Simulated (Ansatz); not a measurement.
Data:

MgO:
```yaml
crystal:
  lattice:
    - [5.49846, 0.00000, 0.00000]
    - [0.00000, 5.49846, 0.00000]
    - [0.00000, 0.00000, 3.26668]
  atoms:
    - { symbol: Mg, position: [0.32089, 0.67911, 0.00000] }
    - { symbol: Mg, position: [0.67911, 0.32089, 0.00000] }
    - { symbol: Mg, position: [0.82089, 0.82089, 0.50000] }
    - { symbol: Mg, position: [0.17911, 0.17911, 0.50000] }
    - { symbol: O, position: [0.31635, 0.31635, 0.00000] }
    - { symbol: O, position: [0.68365, 0.68365, 0.00000] }
    - { symbol: O, position: [0.18365, 0.81635, 0.50000] }
    - { symbol: O, position: [0.81635, 0.18365, 0.50000] }
```

This is the r²SCAN-relaxed structure. Tensor components refer to the Cartesian frame of this cell.

All from r²SCAN (plane waves, PAW; program Ansatz), unless another level is named. Estimate the Poisson's ratio.

0.34.

Next, the elastic constants (relaxed ions, GPa)?

C11 = 132, C12 = 100, C13 = 99.1, C33 = 219, C44 = 48.6, C66 = 72.2.

Space group P4_2/mnm. The start of the workflow was typed in or built on a structure type; neither database checked (COD, Materials Project) lists it. It is not the phase usual at ambient conditions (space group No. 225). The cell was relaxed with r²SCAN under the symmetry of its start; whether a distortion lowers the energy is not shown.

Potentials: the later of the program's two PAW sets.
